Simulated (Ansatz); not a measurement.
Rb$_{2}$IrPb$_{6}$: reading a single point

```xyz
9
Lattice="3.5842 6.2081 0.0000 -3.5842 6.2081 0.0000 0.0000 0.0000 5.7545" Properties=species:S:1:pos:R:3 pbc="T T T"
Ir    0.0000    0.0000    2.8773
Rb    0.0004    8.2772    1.1704
Rb   -0.0004    4.1389    4.5842
Pb    0.0001    1.9431    1.6101
Pb    1.9014    5.2366    1.6101
Pb   -1.9015    5.2364    1.6101
Pb   -1.9015    7.1798    4.1444
Pb    0.0001   10.4730    4.1444
Pb    1.9014    7.1795    4.1444
```

The numbers come from plane-wave PAW DFT (Ansatz): PBE, no spin polarisation, 420 eV, 4×4×5 Γ-centred k points, methfessel-paxton occupations (width 0.0177 eV). Nothing was relaxed.

Task: What happens at the Fermi level?

Result: It is a metal, with about 3.8 states/eV a cell as the mean within 0.25 eV of the Fermi level, mostly Pb p (74 %).

Task: Is it stable against the elements?

Result: 0.99 eV an atom against the elements' usual phases (free molecules for gases, crystals otherwise, with no correction for O₂ or N₂), so at this geometry it isn't bound against them. Relaxing would lower it.

Task: Describe some of the short contacts.

Result: Ir–Pb at 2.32 Å: least valence density 0.84 e/Å³ and ELF 0.31 there. Rb–Pb at 3.54 Å: least valence density 0.08 e/Å³ and ELF 0.08 there. Both are smooth PAW fields, read partly inside the augmentation spheres.

Task: Give the Bader charges.

Result: Bader charges in e: Rb +0.61, Ir -1.13, Pb -0.02. In the mean Rb gives up most and Ir takes most.

Task: Where is the largest force?

Result: The largest is on Pb6 (and as large on other atoms): 8.75 eV/Å, components (6.15, -3.55, -5.10). It makes 177° with the line to a nearest neighbour, Ir1 at 2.32 Å, pointing away from it.

Task: What does the stress say?

Result: The pressure is 27.6 GPa (compression positive), so with the atoms held at these fractions the cell would first expand; the forces are large, so a full relaxation may end otherwise. The principal stresses 24.4, 29.2, 29.2 GPa differ, so its shape would change too.

Origin: a known structure type with other elements, at an estimated volume, so it need not be a known compound. Caveats: atoms or cell far from equilibrium.
